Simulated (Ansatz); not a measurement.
Data:

TaSi:
```
TaSi
1.0
    0.00000     2.57483     2.57483
    2.57483     0.00000     2.57483
    2.57483     2.57483     0.00000
Si Ta
1 1
Direct
  0.00000   0.00000   0.00000
  0.50000   0.50000   0.50000
```

This is the PBE-relaxed structure.

**Question.** All from DFT-PBE in the program Ansatz with PAW potentials, unless another level is named. Give the electronic character.

**Answer.** metallic (no gap).

**Question.** And the density of states at the Fermi level?

**Answer.** 0.59 states/eV per atom (mean over ±0.08 eV).

**Question.** Next, the formation energy from the elements (no fitted shifts)?

**Answer.** -0.051 eV/atom.

Space group Fm-3m (rock salt). A made-up cell: these elements were put on the sites of a structure type; neither database checked (COD, Materials Project) lists it. Whether it is the stable phase at ambient conditions was not checked. The PBE relaxation kept the symmetry of its start; whether a distortion lowers the energy is not shown. The run is not spin-polarised. The references are the lowest solids computed at this level, not always the standard phases. Spin–orbit coupling is left out wherever it is not named.

Potentials: the later of the program's two PAW sets.
